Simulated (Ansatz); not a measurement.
The start is a relaxed Be cell displaced along its unstable phonon at q = Γ (364i cm⁻¹), largest move 0.15 Å. The cell and all atomic positions are relaxed at zero pressure with r2SCAN (plane waves to 500 eV, PAW, scalar-relativistic; Ansatz, a program for electronic structure). The first steps use a coarse 11×11×15 k-mesh.

The start:
```yaml
crystal:
  lattice:
    - [3.56864, 0.00000, 0.00000]
    - [-1.78432, 3.09054, 0.00000]
    - [0.00000, 0.00000, 2.19710]
  atoms:
    - { symbol: Be, position: [0.00000, 0.00000, 0.00000] }
    - { symbol: Be, position: [0.33333, 0.66667, 0.56827] }
    - { symbol: Be, position: [0.66667, 0.33333, 0.43173] }
```

Q: By how much does the energy per atom fall from start to end?

A: 0.06 eV/atom.

Q: Does it find its way back to the structure it was made from?

A: It does not go back: it reaches Im-3m (No. 229), bcc (W type), 0.09 eV/atom below the parent.

Q: How do the shortest distances between atoms change?

A: The closest pairs of elements (up to four, under 3.6 Å), start → end: Be–Be 2.08 → 2.16 Å.

Q: Is the relaxed structure metallic? Give its gap.

A: No gap (metallic).

Q: What does it relax into? Give the structure.

A: 
Space group Im-3m (No. 229); a = b = c = 2.500 Å, α = β = γ = 90.00°

```tsv
atom	site	symmetry	x	y	z
Be	2a	m-3m	0.0000	0.0000	0.0000
```
(The calculation used a cell of 1 atom; values per cell refer to that cell.)

Final values are on a 26×26×26 k-mesh of the relaxed cell. No spin polarisation in the result.

The run could not lose the symmetry of its start: the end is stationary, and may be a saddle point rather than a minimum.

The relaxed structure here is a generated cell of Be: the first start was made by placing the elements on the sites of a structure type, and the end was not matched to a known phase here, so it may be hypothetical. Known forms of Be include space group No. 194.
